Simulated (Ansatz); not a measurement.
LaBi2Au:
```xyz
8
Lattice="4.6944 0.0000 0.0000 0.0000 4.6944 0.0000 0.0000 0.0000 10.2302" Properties=species:S:1:pos:R:3 pbc="T T T"
Bi     2.3472     0.0000     8.4054
Bi     0.0000     2.3472     1.8248
La     0.0000     2.3472     7.7950
La     2.3472     0.0000     2.4352
Bi     0.0000     0.0000     5.1151
Bi     2.3472     2.3472     5.1151
Au     0.0000     0.0000     0.0000
Au     2.3472     2.3472     0.0000
```

Relaxed with r²SCAN.

Question: Map the electron localisation function on the plane through (0.500, 0.000, 0.822) spanned by u = [1, 0, 0] and v = [0, 0, 1] in lattice vectors, from the program Ansatz at the r²SCAN level (PAW).

Answer: x is the fraction of u, y of v (the angle between them is 90°; rows are the nearest grid lines); atoms in the plane: Bi at (0.00, 0.00), La at (0.00, 0.42), Bi at (0.50, 0.68), Au at (0.50, 0.18).
```
|601345554322223455543106|
|223555554311113455555322|
|455555553211112355555554|
|555543222233332222345555|
|111111235667766532111111|
|000013455555555554310000|
|000123445544445544321000|
|001234454200002454432100|
|111344444210012444443111|
|001235555554455555532100|
|000124566555555665421000|
|776421135667766531124677|
|889996200122221002699988|
|004898510001100015898400|
|005998410011110014899500|
|999984101222222101489999|
|664211133333333331112466|
|000113444555555444311000|
|001123345666666543321100|
|222223345679976543322222|
|333333234566665432333333|
|444434332333333233434444|
|123444433333333334444321|
|601345554322223455543106|
```
Scale: ten equal steps from 0.002 (start of '0') to 0.857 (end of '9'), in the order '0123456789'; x runs from 0.000 to 1.00, y from 0.000 (bottom) to 1.00 (top).

The density is the valence pseudo-density with augmentation charge, so density and ELF within about 1 Å of a nucleus are not all-electron values.

Space group P4/nmm. The workflow started from an entry of the Crystallography Open Database (COD, 100 K). Whether it is the stable phase at ambient conditions was not checked. Symmetry was held in the r²SCAN relaxation; whether a distortion lowers the energy is not shown. Scalar-relativistic: spin–orbit coupling is off unless named, which matters more the heavier the elements.

Potentials: the later of the program's two PAW sets.
